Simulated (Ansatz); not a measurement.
# Equation of state of KRb2ScF6 and its gap

A database entry relaxed whole under r2SCAN (Fm-3m):

```
K Rb Sc F
1.0
     0.00000    4.51279    4.51279
     4.51279    0.00000    4.51279
     4.51279    4.51279    0.00000
K Rb Sc F
1 2 1 6
Direct
  0.50000 0.50000 0.50000
  0.25000 0.25000 0.25000
  0.75000 0.75000 0.75000
  0.00000 0.00000 0.00000
  0.77706 0.22294 0.22294
  0.22294 0.77706 0.22294
  0.22294 0.77706 0.77706
  0.77706 0.22294 0.77706
  0.22294 0.22294 0.77706
  0.77706 0.77706 0.22294
```

The cell was scaled uniformly, its shape held, and the atoms relaxed at each volume with plane-wave PAW DFT (Ansatz 0.2.0; r2SCAN, 500 eV, 6×6×6 Γ-centred mesh, fermi-dirac occupations of width 0.020 eV; no spin, no spin-orbit coupling). One row is withheld.

| volume (Å³/atom) | energy over the lowest (meV/atom) | pressure (GPa) | gap over mesh and path (eV) |
| --- | --- | --- | --- |
| 17.278 | 9.3 | 2.89 | 7.771 |
| 17.646 | 4.0 | 1.80 | 7.652 |
| 18.013 | 1.0 | 0.84 | 7.538 |
| 18.381 | 0.0 | 0.00 | 7.429 |
| 18.748 | ? | ? | ? |
| 19.116 | 3.3 | -1.38 | 7.224 |
| 19.484 | 7.1 | -1.94 | 7.127 |

Problem. Fit the pressures of the other rows to the third-order Birch-Murnaghan form.

Solution. With f = [(V₀/V)^(2/3) − 1]/2 and P = 3B₀f(1 + 2f)^(5/2)[1 + 3(B₀′ − 4)f/2], least squares gives V₀ = 18.38 Å³ an atom, B₀ = 39.3 GPa and B₀′ = 5.6; the rows miss the fit by less than 0.01 GPa. The slope of the energies differs from these pressures by less than 0.05 GPa.

Problem. How does the gap move with volume?

Solution. A parabola in ln(V/V₀) through the other rows has the slope dE_g/d ln V = -5.3 eV at V₀, so by B₀ the gap moves by +136 meV a GPa: it widens under pressure.

Problem. What does the withheld row hold?

Solution. The fit gives -0.74 GPa at 18.748 Å³; the run gave -0.74 GPa and 0.9 meV an atom. Its gap is 7.325 eV, against 7.324 eV from the parabola.

Caveats: the shape of the cell was held; 0 K, fixed nuclei; the symmetry was kept, and this need not be the phase that is stable at 0 K; one mesh for all volumes; r2SCAN gaps lie as a rule under measured ones; the slope of the gap can be off by tens of per cent, more where shallow d levels or spin-orbit coupling act on the edges; pressure is positive in compression.
